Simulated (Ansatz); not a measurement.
The elements of this relaxed trial crystal are hidden behind letters.

```
lattice vectors (Å)
  -2.1904    2.9452    3.3845
   2.1904   -2.9452    3.3845
   2.1904    2.9452   -3.3845
fractional positions
X 0.0000 0.0000 0.0000
Z 0.5000 0.2412 0.7412
Z 0.5000 0.7588 0.2588
Q 0.2736 0.5000 0.7736
Q 0.7264 0.5000 0.2264
```

Level of theory: DFT PBE, scalar-relativistic, plane waves, PAW (Ansatz 0.2.0). The final run on the 5-atom cell used 420 eV, a Γ-centred 10×10×10 mesh, 0.10 eV smearing and no spin polarisation.

| Property | Result |
| --- | --- |
| Space group | Immm (No. 71) |
| Conventional cell | a = 4.381 Å, b = 5.890 Å, c = 6.769 Å |
| Volume per atom | 17.47 Å³ |
| Density | 2.36 g/cm³ |
| Energy over the elements | −0.06 eV/atom |
| Gap on the 10×10×10 mesh of the 5-atom cell | 0 eV (a metal) |

Energies are uncorrected and count from the elements' standard states at the same level.

Question: X is an s-block element of period 4, Z is a p-block element of period 3 and Q is a p-block element of period 2. Which elements are they?

Answer: X = Ca, Z = Si, Q = N, so the formula is CaSi2N2. Density times volume gives a mean mass of 2.36 × 17.47/1.6605 = 24.8 u per atom, and this set has 24.9 u. Among the elements that the hints allow, noble gases aside, only these give it. Around Ca lie 4 N at 2.72 Å and 4 Si at 3.13 Å; around Si lie 2 N at 1.75 Å, 1 Si at 2.11 Å, 1 Si at 2.27 Å and 2 Ca at 3.13 Å; around N lie 2 Si at 1.75 Å, 1 N at 2.67 Å and 2 Ca at 2.72 Å.

Symmetry constrained the relaxation, so the result can be a saddle point. Another cell of CaSi2N2 relaxed alike, in Cmmm, lies 236 meV/atom lower, so this cell isn't the stable form at this level.
